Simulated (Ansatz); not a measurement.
Task: Name crystals whose computed values (LDA (plane waves, PAW; program Ansatz)) fall in these windows: gap (eV) 1.1 to 1.5; B₀ by P(V) fit (GPa) 120 to 150; ε0 17 to 22.

Result: 

```csv
crystal,gap (eV),B₀ by P(V) fit (GPa),ε0
"Si4P4Os, P1 (Pearson symbol aP9)",1.30,141,18.6
```
Others may fit too.

Standing as an ambient phase not checked: Si4P4Os, P1 (Pearson symbol aP9). Perhaps ordered models of mixed-site phases: Si4P4Os, P1 (Pearson symbol aP9). The cell was relaxed under the symmetry of its start. Rows with no word on spin ran without spin polarisation. Scalar-relativistic: spin–orbit coupling is off unless named, which matters more the heavier the elements.

Potentials: the later of the program's two PAW sets.
